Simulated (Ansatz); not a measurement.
Level of theory: Ansatz, DFT, r2SCAN, plane waves (500 eV) with PAW, scalar-relativistic. (PAW data from PBE, frozen cores regenerated.)

An element in the dhcp structure gives this curve. The cell is scaled uniformly from the relaxed one, with fractional coordinates and shape fixed. Energies are extrapolated to zero smearing, pressures are those at the given smearing. Magnetic state: spin not included.

| V (Å³/atom) | E − E₀ (meV/atom) | P (GPa) |
| --- | --- | --- |
| 23.881 | 81.7 | 8.98 |
| 24.967 | 34.1 | 5.33 |
| 26.052 | 8.5 | 2.45 |
| 27.138 | 0.1 | 0.16 |
| 28.224 | 5.4 | -1.66 |
| 29.309 | 21.7 | -3.13 |
| 30.395 | 47.0 | -4.30 |

Task: Which element is it?
A. tin
B. lead
C. zirconium
D. scandium

Result: A. Its fit is V₀ = 27.22 Å³/atom, B₀ = 50 GPa, B₀′ = 4.7.
